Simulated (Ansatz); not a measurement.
TaRu (L1₀ or tetragonal B2, space group No. 123) at seven volumes, DFT-PBEsol in the program Ansatz with PAW potentials, shape and atoms relaxed at each. One row is withheld.

```
V (Å³/atom)  P (GPa)
-----------  -------
14.091             ?
14.555         19.26
15.020          8.87
15.484          0.00
15.949         -7.55
16.413        -14.01
16.878        -19.53
```

### Question
Fit the shown pressures and predict the withheld one.

### Answer
Third-order Birch–Murnaghan: P = (3/2)B₀(x^(7/2) − x^(5/2))[1 + (3/4)(B′ − 4)(x − 1)] with x = (V₀/V)^(2/3). Least squares on the six rows gives V₀ = 15.485 Å³/atom, B₀ = 272.5 GPa, B′ = 4.28. At V = 14.091, x = 1.0649 and P = 31.47 GPa. The run itself gave 31.45 GPa.

Space group P4/mmm (L1₀ or tetragonal B2). The workflow started from a Materials Project entry (that database holds measured and hypothetical structures alike); the Crystallography Open Database files this formula in space group No. 123, but the cells were not matched. Its standing as an ambient phase is unchecked. Symmetry was held in the PBEsol relaxation; whether a distortion lowers the energy is not shown. No spin polarisation was allowed. Spin–orbit coupling is left out wherever it is not named.

Potentials: the earlier of the program's two PAW sets. The files were generated under PBE; for other functionals the program regenerates the frozen cores, and for LDA and PBEsol the local potential too.
